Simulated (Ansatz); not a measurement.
## ZnCu

The computed numbers are results of r²SCAN, scalar-relativistic (no spin polarisation) in the plane-wave PAW code Ansatz at 500 eV, 12×12×12 k-mesh, Gaussian smearing of 0.05 eV. The datasets are Ansatz's generated set soft_2.

```yaml
crystal:
  lattice:
    - [2.92000, 0.00000, 0.00000]
    - [0.00000, 2.92000, 0.00000]
    - [0.00000, 0.00000, 2.92000]
  atoms:
    - { symbol: Zn, position: [0.50000, 0.50000, 0.50000] }
    - { symbol: Cu, position: [0.00000, 0.00000, 0.00000] }
```

The chain of runs began from a cell as deposited in COD, expanded in volume.

Path: Γ–X–M–Γ–R–X | R–M, with Γ = (0.000, 0.000, 0.000), X = (0.000, 0.500, 0.000), M = (0.500, 0.500, 0.000), R = (0.500, 0.500, 0.500) in reciprocal vectors of the calculation's cell.

Task: Is it a metal or an insulator, and if it has a gap, where are the band edges on this path?

Result: A metal: bands cross the Fermi level.

Levels between -4 and 4 eV from the Fermi level at the path's named points:
| point | below E_F (eV) | above E_F (eV) |
| --- | --- | --- |
| Γ | -3.69 -3.69 -2.76 -2.76 -2.76 |  |
| X | -3.83 -3.35 -3.35 -2.84 -2.00 |  |
| M | -3.47 -2.92 -2.92 -2.53 -2.02 -2.02 | 2.15 2.44 |
| R | -2.50 -2.50 |  |

The calculation's cell holds 31 valence electrons, an odd number. Without magnetic order each band takes two, so one stays part-filled and the crystal must be a metal. (Only strong correlation, outside this picture, could make a Mott insulator of it.)

Cost: 5.8 s on 4 threads of Intel(R) Xeon(R) 6975P-C (Granite Rapids), with other jobs on the host, peak memory 0.51 GiB.
